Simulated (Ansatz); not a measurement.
**Ag$_{2}$Sn$_{2}$Au in Ansatz, single run**

The input file (Ansatz 0.2.0, plane waves):

```yaml
crystal:
  lattice:
    - [0.0, 4.465333, 0.0]
    - [4.465333, 0.0, 0.0]
    - [2.232667, 2.232667, -5.607961]
  atoms:
    - { symbol: Au, position: [0.0, 0.0, 0.0] }
    - { symbol: Sn, position: [0.381, 0.381, 0.238] }
    - { symbol: Sn, position: [0.619, 0.619, 0.762] }
    - { symbol: Ag, position: [0.75, 0.25, 0.5] }
    - { symbol: Ag, position: [0.25, 0.75, 0.5] }
  symmetry: { tolerance: 0.0003 }
kpoints:
  mp_grid: { grid: [4, 4, 4], shift: [0, 0, 0] }
magnetization:
  spin_polarized: false
scf:
  occupations: { method: fermi_dirac, width: 0.0682 }
  lower_state_search: light
hamiltonian:
  pseudopotentials: { kind: paw }
  xc: r2scan
basis:
  ecutwfc: 500
output:
  forces: true
  stress: true
  eigenvalues: true
```

Run with:

```bash
ansatz run input.yaml --threads 1 --pin off --max-ram 2560MiB --backend cpu --events-out ev --progress --plain --runs-dir out
```

Origin of the cell: a known structure type with other elements, at an estimated volume, so it need not be a known compound.

Output (shortened):

```
SCF iter   1: F=—  HF=-40446.628273 eV  Δρ=8.74e-3  dr2=1.07e-1  dr2_τ=1.37e-2  defer=7
SCF iter   2: F=—  HF=-40446.625859 eV  Δρ=3.60e-3  dr2=9.12e-3  dr2_τ=3.08e-3  defer=27
SCF iter   3: F=—  HF=-40446.626955 eV  Δρ=1.65e-3  dr2=2.46e-3  dr2_τ=1.01e-4  defer=14
SCF iter   4: F=—  HF=-40446.627131 eV  Δρ=3.12e-4  dr2=1.08e-4  dr2_τ=4.63e-6  defer=14
SCF iter   5: F=—  HF=-40446.627169 eV  Δρ=2.06e-4  dr2=4.64e-5  dr2_τ=4.44e-6  defer=14
SCF iter   6: F=—  HF=-40446.627183 eV  Δρ=4.17e-5  dr2=2.19e-6  dr2_τ=1.33e-7  defer=14
SCF iter   7: F=-40446.627184 eV  HF=-40446.627184 eV  Δρ=8.77e-6  dr2=7.69e-8  dr2_τ=4.54e-9
SCF 1 converged in 7 iterations: F = -40446.627184 eV  dr2 = 7.69e-8
SCF converged after 7 iterations
Free energy (F): -40446.627184 eV
Harris-Foulkes:  -40446.627184 eV  (|F-HF|=2.10e-8)
Internal energy: -40446.614907 eV  (E = F + TS)
E sigma→0 (E₀):  -40446.621046 eV
Entropy (-TS):   -0.012277 eV (-2.455 meV/atom)
Fermi energy:    13.270448 eV
--- Per-component energies (eV) ---
  E_band       = -1149.360930
  E_kinetic    = 2038.335205
  E_local      = -9482.383008  (includes V_loc(G=0)·N_el)
  E_nonlocal   = 171.920814
  E_hartree    = 4526.792503
  E_xc         = -1324.591944
  E_vxc        = -1043.447704  (∫ρ·V_xc dr)
  E_paw        = -25895.920380  (= ΣΔE_a)
  E_vpaw       = -1960.487494  (= ΣTr[D̂ρ^β])
  E_aug_tail   = 0.000878  (compensation charges beyond the density's cutoff)
  E_vtau       = 73.110925  (kinetic-family band-sum trace: ∫τ·v_τ [+ j·A + Jᵃ·Aᵃ] dr)
  E_ewald      = -10481.044669
  E_core_change = 0.275695  (= ΣΔE_core)
  E_smearing   = -0.012277  (= −TS)
  Σ components = -40446.627184   (vs F -40446.627184, Δ=0.00e0)
--- Forces (eV/Å), atoms counted from 1 ---
  atom   1  Au    -0.000000     0.000000     0.000000
  atom   2  Sn    -0.000000    -0.000000     0.668606
  atom   3  Sn     0.000000     0.000000    -0.668606
  atom   4  Ag     0.000000     0.000000    -0.000000
  atom   5  Ag    -0.000000    -0.000000     0.000000
  max |Σ_I F_I| component: 1.39e-17 eV/Å
--- Stress (GPa, compression-positive) ---
        3.691554       0.000000      -0.000000
        0.000000       3.691554      -0.000000
       -0.000000      -0.000000       7.206629
  P = ⅓ Tr σ = 4.8632 GPa (48.632 kbar)
```

Caveats: no moments, though an odd count or open d shells may carry them; no spin-orbit coupling, though heavy elements are present; the k mesh is coarse if the cell is a metal.

The run took 8.1 s on 1 thread of AMD EPYC 7R13 Processor (Zen 3), with other jobs on the host, peak memory 0.83 GiB, from the program's own first density.
